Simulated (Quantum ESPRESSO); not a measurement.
Band energies of KCl at +1 % isotropic strain

```xyz
2
Lattice="0.0000 3.1521 3.1521 3.1521 0.0000 3.1521 3.1521 3.1521 0.0000" Properties=species:S:1:pos:R:3 pbc="T T T"
Cl     3.1521     3.1521     3.1521
K      6.3042     6.3042     6.3042
```

PBEsol (Quantum ESPRESSO, PseudoDojo norm-conserving, 74 Ry, without SOC); path ΓXWKΓLUWLK,UX; energies in eV from the valence-band maximum.

```
k (1/Å)  point  band 4  band 5  band 6  band 7  band 8  band 9  band 10  band 11
-------  -----  ------  ------  ------  ------  ------  ------  -------  -------
0.00         Γ  -10.58  -10.58    0.00    0.00    0.00    5.01     8.28     8.28
0.33            -10.60  -10.51   -0.42   -0.07   -0.07    5.79     7.61     8.97
0.66            -10.63  -10.58   -0.72   -0.18   -0.18    6.74     7.21     9.83
1.00         X  -10.64  -10.64   -0.67   -0.23   -0.23    6.40     8.20     9.87
1.50         W  -10.68  -10.50   -0.49   -0.48   -0.48    7.90     7.90     9.31
1.85         K  -10.62  -10.53   -0.57   -0.56   -0.29    7.14     8.92     9.16
2.16            -10.60  -10.43   -0.83   -0.36   -0.32    7.57     8.05     9.67
2.59            -10.58  -10.51   -0.38   -0.12   -0.08    5.76     7.97     8.58
2.90         Γ  -10.58  -10.58    0.00    0.00    0.00    5.01     8.28     8.28
3.23            -10.59  -10.51   -0.39   -0.11   -0.11    5.80     8.07     8.71
3.66            -10.59  -10.36   -1.04   -0.32   -0.32    7.33     8.40    10.24
3.77         L  -10.59  -10.35   -1.07   -0.33   -0.33    7.40     8.47    10.44
3.97            -10.60  -10.39   -0.99   -0.36   -0.33    7.52     8.38    10.22
4.28            -10.62  -10.50   -0.68   -0.51   -0.31    7.36     8.63     9.52
4.38         U  -10.62  -10.53   -0.57   -0.56   -0.29    7.14     8.92     9.16
4.73         W  -10.68  -10.50   -0.49   -0.48   -0.48    7.90     7.90     9.31
4.99            -10.64  -10.47   -0.76   -0.44   -0.35    7.78     8.09     9.67
5.26            -10.60  -10.38   -1.01   -0.35   -0.33    7.49     8.40    10.29
5.44         L  -10.59  -10.35   -1.07   -0.33   -0.33    7.40     8.47    10.44
5.61            -10.60  -10.38   -1.01   -0.35   -0.33    7.49     8.40    10.27
5.87            -10.61  -10.47   -0.76   -0.47   -0.31    7.49     8.45     9.74
6.05         K  -10.62  -10.53   -0.57   -0.56   -0.29    7.14     8.92     9.16
6.05         U  -10.62  -10.53   -0.57   -0.56   -0.29    7.14     8.92     9.16
6.40         X  -10.64  -10.64   -0.67   -0.23   -0.23    6.40     8.20     9.87
```

The PBEsol gap is direct, 5.01 eV at Γ.

Geometry strained from the cell relaxed with PBEsol, atoms relaxed again.
